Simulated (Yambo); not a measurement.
Yambo run on Ba$_{2}$ScNbO$_{6}$ (space group Fm-3m, No. 225). The wavefunctions come from this Quantum ESPRESSO step (LDA, PseudoDojo standard norm-conserving files, scalar-relativistic):

```
&CONTROL
  calculation = 'nscf'
  pseudo_dir = './pseudo'
  outdir = './out'
/
&SYSTEM
  ibrav = 0
  nat = 10
  ntyp = 4
  ecutwfc = 84.0
  ecutrho = 336.0
  occupations = 'fixed'
  force_symmorphic = .true.
  nbnd = 221
/
&ELECTRONS
  conv_thr = 1e-08
  diago_full_acc = .true.
  diago_thr_init = 1e-08
/
ATOMIC_SPECIES
O 15.9990 O.upf
Sc 44.9559 Sc.upf
Nb 92.9064 Nb.upf
Ba 137.3270 Ba.upf
CELL_PARAMETERS angstrom
  0.000000000000   4.144170000000   4.144170000000
  4.144170000000   0.000000000000   4.144170000000
  4.144170000000   4.144170000000   0.000000000000
ATOMIC_POSITIONS crystal
O   0.756180000000   0.243820000000   0.243820000000
O   0.243820000000   0.756180000000   0.756180000000
O   0.243820000000   0.756180000000   0.243820000000
O   0.756180000000   0.243820000000   0.756180000000
O   0.243820000000   0.243820000000   0.756180000000
O   0.756180000000   0.756180000000   0.243820000000
Sc   0.500000000000   0.500000000000   0.500000000000
Nb   0.000000000000   0.000000000000   0.000000000000
Ba   0.250000000000   0.250000000000   0.250000000000
Ba   0.750000000000   0.750000000000   0.750000000000
K_POINTS automatic
2 2 2 0 0 0
```

Yambo input:

```
rim_cut
gw0
dyson
el_el_corr
HF_and_locXC
ppa
em1d
RandQpts= 1000000
RandGvec= 1 Ry
EXXRLvcs= 84 Ry
VXCRLvcs= 336 Ry
Chimod= "HARTREE"
% BndsRnXp
 3 | 219 |
%
NGsBlkXp= 7 Ry
% LongDrXp
 1.0 | 1.0 | 1.0 |
%
PPAPntXp= 27.2114 eV
% GbndRnge
 1 | 219 |
%
GTermKind= "BG"
DysSolver= "n"
ExtendOut
% QPkrange
 1 | 1 | 40 | 41 |
 2 | 2 | 40 | 41 |
%
```

k points by index: 1 = Γ, 2 = L.

The o-*.qp file then holds:

```
#    K-point    Band    Eo [eV]    E [eV]    E-Eo [eV]    Vxc [eV]    Vnlxc [eV]    Sc|Eo [eV]    Sc|E [eV]    dSc/dw|Eo [eV]    Re(Z)    Im(Z)
#
    1    40    0.000000    -0.399608    -0.399608    -19.50268    -24.61189    4.589942    4.709598    -8.145168    0.769625    -0.001439
    1    41    2.616349    3.909885    1.293536    -15.77932    -9.741022    -4.452475    -4.744763    -6.148185    0.815698    -0.001121
    2    40    -0.448025    -0.891711    -0.443687    -18.92356    -24.09924    4.598893    4.731989    -8.160148    0.769299    -0.001492
    2    41    3.695799    4.911220    1.215421    -16.91668    -11.09405    -4.309672    -4.607202    -6.659309    0.803378    -0.003170
```
(The two width columns are left out.) Convergence of these settings isn't established.

Spin-orbit coupling is not included.

Geometry of the Materials Project entry, not relaxed at this level.

The structure is a Materials Project entry; no match was found in the copy of COD used, and its stability was not checked.
